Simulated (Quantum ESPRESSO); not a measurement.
Zn6AlS7Cl, input and log of a self-consistent run

A calculation, not a measurement. The program is pw.x of Quantum ESPRESSO 7.5 (plane-wave density functional theory). The cell is made up: 15 atoms on a doubled zincblende/diamond lattice with one site empty, with randomly drawn elements, strain and displacements, not relaxed. PseudoDojo standard norm-conserving files (v0.5 for PBE, v0.4.1 for LDA and PBEsol) set the functional; there is no spin polarisation, spin-orbit coupling or dispersion term, and the masses in the input are unused placeholders.

Input:

```
&control calculation='scf', pseudo_dir='./dojo.nc.sr.pbe.v0_5.standard.upf', outdir='./o', disk_io='low', tprnfor=.true., tstress=.true. /
&system ibrav=0, nat=15, ntyp=4, nbnd=92, ecutwfc=84.00895049, nosym=.true., tot_charge=0,
 occupations='smearing', smearing='fd', degauss=0.0018374661
/
&electrons conv_thr=7.350e-09, electron_maxstep=60, /
ATOMIC_SPECIES
Al 1.0 Al.upf
Cl 1.0 Cl.upf
S 1.0 S.upf
Zn 1.0 Zn.upf
CELL_PARAMETERS angstrom
5.4304 0.0068 0.0383
0.0068 5.3016 -0.0742
0.0765 -0.1484 10.6541
ATOMIC_POSITIONS angstrom
Zn -0.0376 -0.057 -0.005
Zn 0.0372 2.5932 2.5886
Zn 2.6917 0.0268 2.684
Zn 2.6526 2.6286 -0.0516
Zn -0.0093 -0.0957 5.361
Al 2.7667 -0.1423 8.0099
Zn 2.7267 2.6018 5.3461
S 1.3089 1.2831 1.334
Cl 1.3836 3.9188 4.0338
S 4.0522 1.3822 4.006
S 4.1359 3.8937 1.306
S 1.3902 1.2057 6.6223
S 1.4043 3.7888 9.2822
S 4.1345 1.2092 9.3519
S 4.0974 3.8586 6.6619
K_POINTS automatic
4 4 2 1 1 1
```

The log is shortened where brackets say so; the opening notice, blank lines, dates and the lines on written files are dropped, and the path of the files is cut. It prints rydbergs, bohrs and kilobars, and counts compression as positive stress. With no partly filled state, the Fermi energy that it prints is only some level between the filled and the empty states on the mesh, and need not lie in the true gap.

```
     Program PWSCF v.7.5
     Parallel version (MPI & OpenMP), running on       4 processor cores
     Number of MPI processes:                 4
     Threads/MPI process:                     1
     [start-up lines left out]
     bravais-lattice index     =            0
     lattice parameter (alat)  =      10.2622  a.u.
     unit-cell volume          =    2069.4011 (a.u.)^3
     number of atoms/cell      =           15
     number of atomic types    =            4
     number of electrons       =       172.00
     number of Kohn-Sham states=           92
     kinetic-energy cutoff     =      84.0090  Ry
     charge density cutoff     =     336.0358  Ry
     scf convergence threshold =      7.3E-09
     mixing beta               =       0.7000
     number of iterations used =            8  plain     mixing
     Exchange-correlation= PBE
                           (   1   4   3   4   0   0   0)
     [axes and pseudopotential details left out]
   Cartesian axes
     site n.     atom                  positions (alat units)
         1        Zn     tau(   1) = (  -0.0069238  -0.0104962  -0.0009207  )
         2        Zn     tau(   2) = (   0.0068501   0.4775216   0.4766746  )
         3        Zn     tau(   3) = (   0.4956598   0.0049351   0.4942419  )
         4        Zn     tau(   4) = (   0.4884598   0.4840403  -0.0095018  )
         5        Zn     tau(   5) = (  -0.0017125  -0.0176226   0.9871948  )
         6        Al     tau(   6) = (   0.5094706  -0.0262037   1.4749732  )
         7        Zn     tau(   7) = (   0.5021048   0.4791053   0.9844510  )
         8        S      tau(   8) = (   0.2410258   0.2362749   0.2456478  )
         9        Cl     tau(   9) = (   0.2547813   0.7216226   0.7427992  )
        10        S      tau(  10) = (   0.7461874   0.2545235   0.7376800  )
        11        S      tau(  11) = (   0.7616002   0.7170006   0.2404918  )
        12        S      tau(  12) = (   0.2559967   0.2220221   1.2194553  )
        13        S      tau(  13) = (   0.2585931   0.6976839   1.7092593  )
        14        S      tau(  14) = (   0.7613424   0.2226667   1.7220942  )
        15        S      tau(  15) = (   0.7545107   0.7105372   1.2267474  )
     number of k points=    16  Fermi-Dirac smearing, width (Ry)=  0.0018
                       cart. coord. in units 2pi/alat
        k(    1) = (   0.1239356   0.1296774   0.1283448), wk =   0.1250000
        k(    2) = (   0.1257380   0.1261073  -0.1265747), wk =   0.1250000
     [further k points left out]
     Dense  grid:   215215 G-vectors     FFT dimensions: (  60,  60, 120)
     Estimated max dynamical RAM per process >     597.49 MB
     Estimated total dynamical RAM >       2.18 GB
     Initial potential from superposition of free atoms
     starting charge     171.9965, renormalised to     172.0000
     Starting wfcs are   96 randomized atomic wfcs
     total cpu time spent up to now is        4.3 secs
     per-process dynamical memory:   402.9 Mb
     Self-consistent Calculation
     iteration #  1     ecut=    84.01 Ry     beta= 0.70
     Davidson diagonalization with overlap
     ethr =  1.00E-02,  avg # of iterations =  4.4
     Threshold (ethr) on eigenvalues was too large:
     Diagonalizing with lowered threshold
     Davidson diagonalization with overlap
     ethr =  6.88E-04,  avg # of iterations =  1.5
     total cpu time spent up to now is       19.7 secs
     total energy              =   -2700.28093702 Ry
     estimated scf accuracy    <       1.14156881 Ry
     iteration #  2     ecut=    84.01 Ry     beta= 0.70
     Davidson diagonalization with overlap
     ethr =  6.64E-04,  avg # of iterations =  8.6
     total cpu time spent up to now is       30.4 secs
     total energy              =   -2699.34964824 Ry
     estimated scf accuracy    <       6.53828029 Ry
     iteration #  3     ecut=    84.01 Ry     beta= 0.70
     Davidson diagonalization with overlap
     ethr =  6.64E-04,  avg # of iterations =  6.7
     total cpu time spent up to now is       40.4 secs
     total energy              =   -2700.76236867 Ry
     estimated scf accuracy    <       0.77136730 Ry
     iteration #  4     ecut=    84.01 Ry     beta= 0.70
     Davidson diagonalization with overlap
     ethr =  4.48E-04,  avg # of iterations =  3.7
     total cpu time spent up to now is       48.0 secs
     total energy              =   -2700.81613180 Ry
     estimated scf accuracy    <       0.10369890 Ry
     iteration #  5     ecut=    84.01 Ry     beta= 0.70
     Davidson diagonalization with overlap
     ethr =  6.03E-05,  avg # of iterations =  9.0
     total cpu time spent up to now is       57.1 secs
     total energy              =   -2700.82107721 Ry
     estimated scf accuracy    <       0.01804904 Ry
     [iterations 6 to 7 left out]
     iteration #  8     ecut=    84.01 Ry     beta= 0.70
     Davidson diagonalization with overlap
     ethr =  1.89E-07,  avg # of iterations =  2.2
     total cpu time spent up to now is       83.0 secs
     total energy              =   -2700.82361833 Ry
     estimated scf accuracy    <       0.00001805 Ry
     iteration #  9     ecut=    84.01 Ry     beta= 0.70
     Davidson diagonalization with overlap
     ethr =  1.05E-08,  avg # of iterations =  4.0
     total cpu time spent up to now is       91.9 secs
     total energy              =   -2700.82362368 Ry
     estimated scf accuracy    <       0.00000177 Ry
     iteration # 10     ecut=    84.01 Ry     beta= 0.70
     Davidson diagonalization with overlap
     ethr =  1.03E-09,  avg # of iterations =  3.0
     total cpu time spent up to now is      100.2 secs
     total energy              =   -2700.82362400 Ry
     estimated scf accuracy    <       0.00000084 Ry
     iteration # 11     ecut=    84.01 Ry     beta= 0.70
     Davidson diagonalization with overlap
     ethr =  4.88E-10,  avg # of iterations =  2.0
     total cpu time spent up to now is      107.2 secs
     total energy              =   -2700.82362405 Ry
     estimated scf accuracy    <       0.00000013 Ry
     iteration # 12     ecut=    84.01 Ry     beta= 0.70
     Davidson diagonalization with overlap
     ethr =  7.35E-11,  avg # of iterations =  3.2
     total cpu time spent up to now is      114.7 secs
     End of self-consistent calculation
          k = 0.1239 0.1297 0.1283 ( 26909 PWs)   bands (ev):
  -119.2071-119.1573-118.8852-118.8617-118.2212-118.1996 -73.4032 -73.3564
   -73.3562 -73.3464 -73.3131 -73.3065 -73.0877 -73.0696 -73.0440 -73.0244
   -73.0160 -72.9952 -72.4031 -72.3861 -72.3772 -72.3672 -72.3659 -72.3458
   -10.9550  -6.6901  -6.2655  -5.8241  -5.6452  -4.9964  -4.9179  -4.5213
    -1.0476  -0.9859  -0.8962  -0.5150  -0.4619  -0.4097  -0.3681  -0.3222
    -0.2352  -0.1453  -0.1323  -0.0971  -0.0522  -0.0122   0.0004   0.0417
     0.0802   0.1908   0.2123   0.2613   0.4335   0.4826   0.5126   0.5946
     0.6404   0.6806   0.7152   0.8406   0.8664   0.9186   0.9421   1.0125
     1.2238   2.0040   2.0607   2.4993   2.6883   3.1183   3.4844   3.5522
     3.7356   3.9639   4.1937   4.2570   4.4464   4.6286   4.8483   4.9699
     5.1819   5.2977   5.9987   6.0661   6.3928   6.4677   8.9112   9.7168
    10.0532  10.2366  10.3909  10.5517
     [levels at the other k points left out]
     the Fermi energy is     7.3900 ev
!    total energy              =   -2700.82362408 Ry
     estimated scf accuracy    <          4.9E-09 Ry
     smearing contrib. (-TS)   =      -0.00000000 Ry
     internal energy E=F+TS    =   -2700.82362408 Ry
     The total energy is F=E-TS. E is the sum of the following terms:
     one-electron contribution =   -2554.36565156 Ry
     hartree contribution      =    1310.05065530 Ry
     xc contribution           =    -325.06469966 Ry
     ewald contribution        =   -1131.44392815 Ry
     convergence has been achieved in  12 iterations
     Forces acting on atoms (cartesian axes, Ry/au):
     atom    1 type  4   force =    -0.00928494    0.00940010   -0.03184051
     atom    2 type  4   force =    -0.03401416   -0.01037001   -0.01037126
     atom    3 type  4   force =     0.03573362    0.01030763   -0.03347339
     atom    4 type  4   force =     0.00652331    0.00131682   -0.01275675
     atom    5 type  4   force =    -0.04138417    0.03908062    0.04688293
     atom    6 type  1   force =    -0.01155910    0.01845119    0.02660982
     atom    7 type  4   force =     0.01440024   -0.02530137    0.05847719
     atom    8 type  3   force =     0.02126764   -0.00891661    0.01239352
     atom    9 type  2   force =     0.00006055   -0.00232597   -0.03359986
     atom   10 type  3   force =     0.02252630   -0.03146067   -0.00937396
     atom   11 type  3   force =    -0.02872897    0.01554977    0.03215660
     atom   12 type  3   force =     0.00687399   -0.00462641    0.01244346
     atom   13 type  3   force =     0.01184062    0.01413053   -0.02653869
     atom   14 type  3   force =    -0.00489345   -0.02483707   -0.02288822
     atom   15 type  3   force =     0.01063851   -0.00039854   -0.00812089
     Total force =     0.155808     Total SCF correction =     0.000331
     Computing stress (Cartesian axis) and pressure
          total   stress  (Ry/bohr**3)                   (kbar)     P=       27.75
   0.00017993  -0.00005778  -0.00008335           26.47       -8.50      -12.26
  -0.00005778   0.00022170   0.00011374           -8.50       32.61       16.73
  -0.00008335   0.00011374   0.00016432          -12.26       16.73       24.17
     init_run     :      4.05s CPU      4.22s WALL (       1 calls)
     electrons    :    108.43s CPU    110.43s WALL (       1 calls)
     forces       :      2.05s CPU      2.09s WALL (       1 calls)
     stress       :      6.21s CPU      6.33s WALL (       1 calls)
     [timing details left out]
     PWSCF        :   2m 0.85s CPU   2m 3.24s WALL
     JOB DONE.
```

In other units: free energy -36746.577 eV for the cell, pressure 2.78 GPa, largest force component 1.504 eV/Å. A rerun of this cell at a cutoff of 1437 eV and k mesh 6 x 6 x 4 moved values by no more than 0.003 eV in energy, 0.02 GPa in stress and 0.002 eV/Å in force.